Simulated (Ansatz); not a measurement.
Bi$_{2}$SO$_{2}$:
Space group P-3m1 (No. 164); a = b = 3.941 Å, c = 6.762 Å, α = β = 90.00°, γ = 120.00°

```json
[
 {"atom": "Bi", "site": "2d", "symmetry": "3m.", "x": "0.3333", "y": "0.6667", "z": "0.2231"},
 {"atom": "S", "site": "1b", "symmetry": "-3m.", "x": "0.0000", "y": "0.0000", "z": "0.5000"},
 {"atom": "O", "site": "2d", "symmetry": "3m.", "x": "0.6667", "y": "0.3333", "z": "0.1219"}
]
```

Relaxed with PBEsol.

Q: Decompose the optical modes at the zone centre into irreducible representations, and say which are infrared and Raman allowed.

A: Point group -3m: Γ_opt = 2A1g + 2A2u + 2Eg + 2Eu. Infrared: A2u, Eu. Raman: A1g, Eg.

Q: Assign frequencies (DFPT, the program Ansatz at the PBEsol level (PAW); without the LO–TO term).

A: Eg 69, A2u 115, Eu 136, A1g 153, Eu 276, Eg 325, A2u 359, A1g 376 cm⁻¹.

The start of the workflow was typed in or built on a structure type; neither database checked (COD, Materials Project) lists it. Whether it is the stable phase at ambient conditions was not checked. The PBEsol relaxation kept the symmetry of its start; whether a distortion lowers the energy is not shown. The volume moved by 33 % from the start of the relaxation. Scalar-relativistic: spin–orbit coupling is off unless named, which matters more the heavier the elements.

Potentials: the earlier of the program's two PAW sets. The files were generated under PBE; for other functionals the program regenerates the frozen cores, and for LDA and PBEsol the local potential too.
